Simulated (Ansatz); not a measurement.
## What strain does to Cl (Cmce)

A 4-atom cell of Cl (Cmce) from a materials database, relaxed with r2SCAN+rVV10 in Ansatz. It is orthorhombic, Cmce (No. 64); a = 6.250 Å, b = 4.014 Å, c = 8.147 Å in the conventional setting, 25.55 Å³ an atom. Cl is surrounded by 1 Cl at 2.02 Å.

The axes x, y and z are those of this cell:
```xyz
4
Lattice="3.1252 -2.0072 0.0000 3.1252 2.0072 0.0000 0.0000 0.0000 8.1466" Properties=species:S:1:pos:R:3 pbc="T T T"
Cl    3.1252   -1.5080    4.9489
Cl    3.1252    1.5080    3.1977
Cl    3.1252   -0.4993    0.8756
Cl    3.1252    0.4993    7.2710
```

Unstrained: With PBE the gap is 2.202 eV and direct, at Γ. The r2SCAN gap is direct at Γ: 2.566 eV. HSE06 gives a direct gap of 3.796 eV at Γ. Meshes: PBE 8×8×4, r2SCAN 8×8×4, HSE06 6×6×2. Strains are changes of length per length. After each strain the atoms were relaxed again with r2SCAN+rVV10 within the symmetry that the strain leaves, so tilts or polar shifts that break it weren't tested; points keep the names that they have in the unstrained zone. No spin polarisation and no zero-point or thermal motion.

Changes of the least gap in eV (an overlap counts as a negative gap):

| strain | volume change (%) | space group | PBE | r2SCAN | HSE06 |
| --- | --- | --- | --- | --- | --- |
| isotropic -1.55 % on every length | -4.6 | Cmce | +0.014 | +0.013 | +0.005 |
| uniaxial +4.75 % along y | +4.8 | Cmce | +0.182 | +0.177 | +0.160 |
| biaxial +4.66 % in x and y, z held | +9.5 | Cmce | +0.177 | +0.185 | +0.189 |
| uniaxial -3.15 % along x | -3.2 | Cmce | -0.005 | -0.006 | -0.007 |

Isotropic -1.55 % on every length. HSE06: the gap goes from 3.796 to 3.801 eV (+0.005 eV); least and direct gap lie within 0.04 eV, so its kind isn't settled; with r2SCAN the top three valence levels at Γ, grouped 1+1+1 from the top over 443 meV, become 1+1+1 over 504 meV. Stress change with PBE, compression positive: xx +0.66, yy +0.80, zz +0.97 GPa.

Uniaxial +4.75 % along y, other directions held. HSE06: the gap goes from 3.796 to 3.956 eV (+0.160 eV); it turns from direct (Γ) to indirect ((0, 1/2, 1/2) → Γ); with r2SCAN the top three valence levels at Γ, grouped 1+1+1 from the top over 443 meV, become 1+1+1 over 316 meV. Stress change with PBE, compression positive: xx -0.44, yy -0.71, zz -0.61 GPa.

Biaxial +4.66 % in x and y, z held. HSE06: the gap goes from 3.796 to 3.985 eV (+0.189 eV); it turns from direct (Γ) to indirect ((0, -1/2, -1/2) → Γ); least and direct gap lie within 0.04 eV, so its kind isn't settled; with r2SCAN the top three valence levels at Γ, grouped 1+1+1 from the top over 443 meV, become 1+1+1 over 325 meV. Stress change with PBE, compression positive: xx -1.12, yy -1.00, zz -0.79 GPa.

Uniaxial -3.15 % along x, other directions held. HSE06: the gap goes from 3.796 to 3.789 eV (-0.007 eV). Stress change with PBE, compression positive: xx +0.80, yy +0.37, zz +0.16 GPa.

The meshes of the hybrids are coarse, so their gaps aren't converged to the digits shown.

The splittings at Γ are without spin-orbit coupling, which regroups them where it is of like size or larger.
